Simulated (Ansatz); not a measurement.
## NMR crystallography of LiH with Cs replacing Li: given against relaxed positions

Start: a supercell of LiH (rock salt type, Fm-3m) built from a COD entry, with all atoms left at the host's positions.

Space group Fm-3m (No. 225); a = 12.2205 Å.

```csv
site,Wyckoff,site symmetry,x,y,z
Cs,4a,m-3m,0.0000,0.0000,0.0000
Li2,48h,m.m2,0.1667,0.1667,0.0000
Li5,32f,.3m,0.3333,0.1667,0.1667
Li15,24e,4m.m,0.5000,0.5000,0.3333
H28,32f,.3m,0.1667,0.1667,0.1667
H30,24e,4m.m,0.5000,0.5000,0.1667
H32,48i,m.m2,0.5000,0.3333,0.3333
H41,4b,m-3m,0.5000,0.5000,0.5000
```

One atom of each set is listed; the run and its k-mesh use a cell of 54 atoms with edges of 8.64, 8.64, 8.64 Å.

Level of theory: DFT, PBE, plane waves and PAW, scalar-relativistic, 420 eV cutoff, Γ-centred 3×3×3 k-points, Fermi–Dirac smearing 0.01 eV (Ansatz 0.2.0).

The largest force at the start is 3.5 eV/Å. Relaxing the ions at fixed cell moves them by 0.430 Å at most (atom 34, H) and 0.158 Å rms.

| site | moved (Å) | first shell before | first shell after | V_zz before (10²¹ V/m²) | η before |
| --- | --- | --- | --- | --- | --- |
| Cs | 0.000 | 6 H at 2.04 Å | 6 H at 2.47 Å | 0.00 | – |
| Li2 | 0.124 | 6 H at 2.04 Å | 6 H at 1.95–2.15 Å | 0.13 | 0.89 |
| Li15 | 0.070 | 6 H at 2.04 Å | 6 H at 1.68–2.04 Å | -0.065 | 0.00 |
| H28 | 0.040 | 6 Li at 2.04 Å | 6 Li at 2.02–2.08 Å | 0.010 | 0.00 |
| H30 | 0.430 | 5 Li at 2.04 Å, 1 Cs at 2.04 Å | 5 Li at 1.68–2.15 Å; also 1 Cs at 2.47 Å | 0.31 | 0.00 |
| H32 | 0.000 | 6 Li at 2.04 Å | 6 Li at 1.95–2.04 Å | -0.012 | 0.62 |

(1) What are V_zz and η after the relaxation?

## Answers

(1) 

```tsv
site	V_zz after	η after	change of V_zz
Cs	0.00	–	0.00
Li2	0.13	0.93	0.00
Li15	-0.15	0.00	-0.08
H28	-0.028	0.00	-0.04
H30	0.39	0.00	+0.08
H32	-0.047	0.92	-0.04
```

The largest change of V_zz is on Li15, from -0.065 to -0.15. Other sites with |V_zz| of 0.02 or less aren't listed.

The defect repeats with the cell of 54 atoms, so it feels its images: sites between two images don't show the values beside a lone defect, and zeros or small values of η there can come from the images' arrangement. With these PAW files V_zz is typically within 2 to 3 % of all-electron values, but misses above 10 % occur on Li.
Before: Without spin–orbit coupling (the program notes it for Cs) the gradients are little affected as a rule: paired runs on crystals with a gap mostly move them by under 2 % at such atoms. The neighbours have not yet relaxed around the defect (largest force 3.5 eV/Å), so the values at and beside it are those of a strained start, not of the defect in a real crystal.
After: The relaxation keeps the site symmetry m-3m of the start, so the impurity can't leave its site; a start off the site could end lower.
